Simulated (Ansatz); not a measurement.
# AgSbSeS: distorted cells

The calculation used DFT PBEsol, scalar-relativistic, plane waves, PAW in Ansatz 0.2.0.

Cutoff 420 eV; k points 10×10×8 on the computed 4-atom cell (Γ-centred); Gaussian smearing, width 0.10 eV; no spin polarisation.

Reference cell:

```xyz
4
Lattice="3.9534 0.0000 0.0000 0.0000 3.9534 0.0000 0.0000 0.0000 5.7819" Properties=species:S:1:pos:R:3 pbc="T T T"
Ag    0.0000    0.0000    0.0000
Sb    1.9767    1.9767    2.8910
Se    1.9767    1.9767    0.0000
S     0.0000    0.0000    2.8910
```

Each variant moves atoms of this cell by the vectors given, if any (Å), and then applies a symmetric strain (tensor components, Cartesian axes). The reference cell isn't relaxed at this level. Energies are per atom at zero smearing, counted from the lowest variant. Pressure is positive in compression.

1. strain (xx yy zz yz xz xy, %) -2.66 -2.66 -1.16 0.00 0.00 0.00
2. strain (xx yy zz yz xz xy, %) -3.69 -3.69 -2.20 0.00 0.00 0.00
3. strain (xx yy zz yz xz xy, %) -1.80 -1.80 -4.80 0.00 0.00 0.00
4. strain (xx yy zz yz xz xy, %) 5.33 5.33 -3.67 0.00 0.00 0.00

```csv
variant,ΔE (meV/atom),P (GPa),largest force (eV/Å),gap on mesh (eV),space group
1,0.0,1.02,0.00,0,P4/mmm
2,10.0,3.89,0.00,0,P4/mmm
3,?,?,?,?,?
4,86.8,-6.74,0.00,0,P4/mmm
```

Give the withheld rows.

```json
{"variant": "3", "ΔE (meV/atom)": "4.6", "P (GPa)": "2.44", "largest force (eV/Å)": "0.00", "gap on mesh (eV)": "0", "space group": "P4/mmm"}
```

Spin-orbit coupling is left out, which matters for the bands of heavy elements.